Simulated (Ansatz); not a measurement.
All cells below were computed with r2SCAN (plane-wave PAW, Ansatz 0.2.0, no spin polarisation, atoms fixed as given).

Problem. Which of them gave these results: no gap, pressure -0.4 GPa, largest force 0.28 eV/Å?
A.
K2OsBr4 (500 eV, 5×5×8 mesh on the cell that ran, as a rule the primitive one, fermi-dirac 0.1 eV)
```cif
data_structure
_symmetry_space_group_name_H-M 'P4/mmm'
_symmetry_Int_Tables_number 123
_cell_length_a 7.2768
_cell_length_b 7.2768
_cell_length_c 4.2793
_cell_angle_alpha 90.000
_cell_angle_beta 90.000
_cell_angle_gamma 90.000
_cell_volume 226.59
loop_
_atom_site_label
_atom_site_type_symbol
_atom_site_symmetry_multiplicity
_atom_site_Wyckoff_symbol
_atom_site_fract_x
_atom_site_fract_y
_atom_site_fract_z
_atom_site_occupancy
Os1 Os 1 d 0.50000 0.50000 0.50000 1
Br1 Br 4 k 0.73700 0.26300 0.50000 1
K1 K 2 f 0.00000 0.50000 0.00000 1
```
B.
Mo3Os (500 eV, 7×7×7 mesh on the cell that ran, as a rule the primitive one, gaussian 0.1716 eV)
Space group Pm-3n (No. 223). a = 4.943 Å, b = 4.943 Å, c = 4.943 Å, α = 90.00°, β = 90.00°, γ = 90.00°
```json
{"atom": "Os", "site": "2a", "symmetry": "m-3.", "x": "0.0000", "y": "0.0000", "z": "0.0000"}
{"atom": "Mo", "site": "6c", "symmetry": "-4m.2", "x": "0.2500", "y": "0.0000", "z": "0.5000"}
```
C.
Ba2CuTeO6 (500 eV, 6×6×6 mesh on the cell that ran, as a rule the primitive one, tetrahedron)
```cif
data_structure
_symmetry_space_group_name_H-M 'I4/m'
_symmetry_Int_Tables_number 87
_cell_length_a 5.6192
_cell_length_b 5.6192
_cell_length_c 8.6873
_cell_angle_alpha 90.000
_cell_angle_beta 90.000
_cell_angle_gamma 90.000
_cell_volume 274.30
loop_
_atom_site_label
_atom_site_type_symbol
_atom_site_symmetry_multiplicity
_atom_site_Wyckoff_symbol
_atom_site_fract_x
_atom_site_fract_y
_atom_site_fract_z
_atom_site_occupancy
Cu1 Cu 2 a 0.00000 0.00000 0.00000 1
O1 O 8 h 0.24400 0.26300 0.00000 1
Te1 Te 2 b 0.50000 0.50000 0.00000 1
O2 O 4 e 0.50000 0.50000 0.21900 1
Ba1 Ba 4 d 0.00000 0.50000 0.25000 1
```

Solution. C. The others gave K2OsBr4: no gap, 1.1 GPa; Mo3Os: no gap, 4.9 GPa.

Origins: Ba2CuTeO6, a database entry at a rescaled volume; K2OsBr4, a known structure type with other elements, at an estimated volume; Mo3Os, a database entry at a rescaled volume. Caveats for one or more cells: empty levels are not fully converged; many states at the Fermi level without spin polarisation, so a magnetic state may lie lower; wide smearing.
